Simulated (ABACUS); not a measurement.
A self-consistent single point of SiO2 (P4_12_12, 12 atoms in the cell; from Materials Project mp-6945, changed as shown) with ABACUS.

Method: PBE, PseudoDojo 0.5 standard norm-conserving PBE (tails mended) pseudopotentials (plane waves; ABACUS).

The change in words: lattice scaled by 0.98. Reference geometry (P4_12_12):
```yaml
crystal:
  lattice:
    - [4.99265, 0.00000, 0.00000]
    - [0.00000, 4.99265, 0.00000]
    - [0.00000, 0.00000, 6.93393]
  atoms:
    - { symbol: Si, position: [0.69866, 0.69866, 0.50000] }
    - { symbol: Si, position: [0.80134, 0.19866, 0.75000] }
    - { symbol: Si, position: [0.30134, 0.30134, 0.00000] }
    - { symbol: Si, position: [0.19866, 0.80134, 0.25000] }
    - { symbol: O, position: [0.89357, 0.76139, 0.32011] }
    - { symbol: O, position: [0.73861, 0.39357, 0.57011] }
    - { symbol: O, position: [0.10643, 0.23861, 0.82011] }
    - { symbol: O, position: [0.26139, 0.60643, 0.07011] }
    - { symbol: O, position: [0.39357, 0.73861, 0.42989] }
    - { symbol: O, position: [0.23861, 0.10643, 0.17989] }
    - { symbol: O, position: [0.60643, 0.26139, 0.92989] }
    - { symbol: O, position: [0.76139, 0.89357, 0.67989] }
```

Reference input (self-consistent single point, DFT, PBE, plane waves, PseudoDojo 0.5 standard norm-conserving PBE (tails mended) pseudopotentials): KPT = Gamma 5 5 4 0 0 0; basis_type = pw; ecutwfc = 84 Ry; smearing_method = fixed; potentials = PseudoDojo 0.5 standard norm-conserving PBE (tails mended); symmetry = 1; symmetry_prec = 1e-05; ks_solver = dav; scf_nmax = 100; scf_thr = 1.0e-09 Ry; mixing_type = pulay; mixing_beta = 0.7. This run's input differs from it in these lines:

```diff
@@ -26,5 +26,5 @@
 LATTICE_VECTORS
-   9.4347411361    0.0000000000    0.0000000000
-   0.0000000000    9.4347411361    0.0000000000
-   0.0000000000    0.0000000000   13.1032286673
+   9.2460463134    0.0000000000    0.0000000000
+   0.0000000000    9.2460463134    0.0000000000
+   0.0000000000    0.0000000000   12.8411633381
 
@@ -36,6 +36,6 @@
 4
-   6.5916762422    6.5916762422    6.5516143337
-   7.5604354620    1.8743056741    9.8274215005
-   2.8430648940    2.8430648940    0.0000000000
-   1.8743056741    7.5604354620    3.2758071668
+   6.4598427173    6.4598427173    6.4205816690
+   7.4092267528    1.8368195606    9.6308725036
+   2.7862035961    2.7862035961    0.0000000000
+   1.8368195606    7.4092267528    3.2102908345
 
@@ -44,10 +44,10 @@
 8
-   8.4306016370    7.1835175536    4.1944745287
-   6.9685941505    3.7132310689    7.4702816955
-   1.0041394991    2.2512235825   10.7460888624
-   2.4661469856    5.7215100672    0.9186673619
-   3.7132310689    6.9685941505    5.6329469718
-   2.2512235825    1.0041394991    2.3571398050
-   5.7215100672    2.4661469856   12.1845613055
-   7.1835175536    8.4306016370    8.9087541386
+   8.2619896043    7.0398472026    4.1105847962
+   6.8292222675    3.6389664476    7.3208756307
+   0.9840567091    2.2061991108   10.5311664652
+   2.4168240459    5.6070798658    0.9002939616
+   3.6389664476    6.8292222675    5.5202877074
+   2.2061991108    0.9840567091    2.3099968729
+   5.6070798658    2.4168240459   11.9408693765
+   7.0398472026    8.2619896043    8.7305785419
 # file: KPT
```

Log, with long lists cut:

```
 SELF-CONSISTENT
 -------------------------------------------
                                 init_chg = atomic

 PW ALGORITHM --------------- ION=   1  ELEC=   1--------------------------------

 Density error is 3.03872887483
                          Error Threshold = 0.01
 E_KohnSham     -298.5477897052      -4061.9510652963
 E_Fermi        -0.1237671369        -1.6839382871

 PW ALGORITHM --------------- ION=   1  ELEC=   2--------------------------------

 Density error is 0.898386724092
                          Error Threshold = 0.00474801386692
 E_KohnSham     -299.3911600037      -4073.4257068797
   [... lines left out ...]

 Density error is 2.10294699856e-08
                          Error Threshold = 1.28864455047e-09
 E_KohnSham     -299.5825485085      -4076.0296810766
 E_Fermi        0.1348408950         1.8346044959

 PW ALGORITHM --------------- ION=   1  ELEC=   9--------------------------------

 Density error is 9.39987659428e-10
                          Error Threshold = 3.28585468525e-11
 E_KohnSham     -299.5825485157      -4076.0296811744
 E_KS(sigma->0) -299.5825485157      -4076.0296811744
 E_entropy(-TS) 0.0000000000         0.0000000000
 E_Fermi        0.1348631507         1.8349072997
 charge density convergence is achieved
 final etot is -4076.0296812 eV
 EFERMI = 1.8349072997 eV

 STATE ENERGY(eV) AND OCCUPATIONS    NSPIN == 1
   [... 39 lines left out ...]

 TOTAL-FORCE (eV/Angstrom)
                       Si1         0.0006156133         0.0006156133         0.0000000000
                       Si2        -0.0006156133         0.0006156133         0.0000000000
                       Si3        -0.0006156133        -0.0006156133         0.0000000000
                       Si4         0.0006156133        -0.0006156133         0.0000000000
                        O1        -0.5765446555         0.1014607718        -0.7599616243
                        O2        -0.1014607718        -0.5765446555        -0.7599616243
                        O3         0.5765446555        -0.1014607718        -0.7599616243
   [... lines left out ...]

 TOTAL-STRESS (KBAR)
       161.3683534401         0.0000000000         0.0000000000
         0.0000000000       161.3683534401         0.0000000000
        -0.0000000000         0.0000000000       163.8482011281
 TOTAL-PRESSURE: 162.194969 KBAR

 --------------------------------------------
 !FINAL_ETOT_IS -4076.0296811744283332 eV
 --------------------------------------------
```

The run converged in 9 iterations. Against the reference run the free energy rises by 52.5 meV/atom, the pressure goes from 4.16 to 16.22 GPa and the largest force goes from 0.244 to 0.959 eV/Å.

The structure comes from a collection of computed structures, made at another level of theory; the collection holds predicted forms beside known ones.

Cost on one core: very roughly 4 core-minutes.

“Tails mended”: in these copies of the files the far tail of each local potential was reset to the Coulomb form.
